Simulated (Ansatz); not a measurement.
A: FeCo (CsCl type), a = b = c = 2.8451 Å, α = β = γ = 90.00°
B: MgS (rock salt), a = b = c = 5.2297 Å, α = β = γ = 90.00°
C: Rh (fcc, Cu type), a = b = c = 3.830 Å, α = β = γ = 90.00°

Scan: energy against volume (even scaling of the relaxed cell, symmetry kept). One method and one kind of scan serve all of them; meshes and ranges differ. All were relaxed with their symmetry unable to fall. Relaxed FeCo ends ferromagnetic. Rh is run without spin polarisation. Other magnetic orders were not checked, so this need not be the ground state. (This holds for the magnetic or f-shell members.)

Q: Put the candidates in order of bulk modulus (fitted), highest first, for PBE (plane waves to 420 eV, PAW, scalar-relativistic; Ansatz, a program for electronic structure).

A: C (256 GPa), A (191 GPa), B (74.0 GPa)

(A scan under strain: stresses follow from slopes of the energy per volume, elastic moduli from its curvatures.)
